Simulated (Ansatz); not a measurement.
**Data sheet: CdS (DFT)**

CdS:
```
CdS
1.0
    4.07155     0.00000     0.00000
   -2.03577     3.52606     0.00000
    0.00000     0.00000    19.93143
Cd S
6 6
Direct
  0.00000   0.00000   0.99978
  0.00000   0.00000   0.49978
  0.66667   0.33333   0.83320
  0.33333   0.66667   0.33320
  0.66667   0.33333   0.16654
  0.33333   0.66667   0.66654
  0.00000   0.00000   0.87464
  0.00000   0.00000   0.37464
  0.66667   0.33333   0.70810
  0.33333   0.66667   0.20810
  0.66667   0.33333   0.04143
  0.33333   0.66667   0.54143
```

Space group P6_3mc (No. 186); conventional cell a = 4.0715 Å, b = 4.0715 Å, c = 19.9314 Å, α = 90.00°, β = 90.00°, γ = 120.00°.

Method: LDA (plane waves, PAW; program Ansatz). Structure relaxed to zero pressure with the same functional. Other levels are named where they apply.

### Cell and energy

```
Property                                                      Result
-----------------------------------------------------  -------------
Volume per atom                                             23.85 Å³
Density                                                   5.03 g/cm³
Formation energy from the elements (no fitted shifts)  -0.63 eV/atom
```

### Electronic structure

```
Item                                                                  Result
--------------------------------------------  ------------------------------
Band gap                                                    0.97 eV (direct)
Valence-band maximum                                                    at Γ
Conduction-band minimum                                                 at Γ
Electron effective mass                                  0.11 mₑ (isotropic)
Hole effective mass, band 1 of 2 at the edge   1.5 along x, 1.5 along z (mₑ)
Hole effective mass, band 2 of 2 at the edge  0.11 along x, 1.5 along z (mₑ)
```

### Mechanics

```
Item                                                                                                             Value
-----------------------------------------------------------  ---------------------------------------------------------
Bulk modulus (Birch–Murnaghan fit)                                                                            679 kbar
Pressure derivative B′                                                                                             4.6
Elastic constants (relaxed ions, GPa)                        C11 = 94.5, C12 = 59.2, C13 = 49.9, C33 = 105, C44 = 15.9
Mechanical stability                                                            stable (all eigenvalues of C positive)
Hill bulk and shear moduli                                                                           68.0 and 18.5 GPa
Young's modulus                                                                                               51.0 GPa
Poisson's ratio                                                                                                   0.37
Debye temperature from the elastic constants                                                                     224 K
Piezoelectric stress constants (proper, relaxed ions, C/m²)            e15 = e24 = 0.18, e31 = e32 = 0.20, e33 = -0.38
```

### Phonons

```
Quantity                                                                  Result
--------------------------------------------------  ----------------------------
Highest zone-centre frequency (without LO–TO term)                     307 cm^-1
Zone-centre stability                                     no imaginary mode at Γ
Dynamical stability on the path                     stable (no imaginary branch)
Zero-point energy                                                  33.5 meV/atom
Vibrational entropy at 300 K                             35.9 J/(K·mol of atoms)
```

A made-up cell: these elements were put on the sites of a structure type. Its sites differ from those of the usual phase in this space group: another stacking or structure type. Symmetry was held in the LDA relaxation. Signs of piezoelectric constants follow the polarity of the cell as given. The references are the lowest solids computed at this level, not always the standard phases. Scalar-relativistic: spin–orbit coupling is off unless named, which matters more the heavier the elements.

Potentials: the later of the program's two PAW sets.
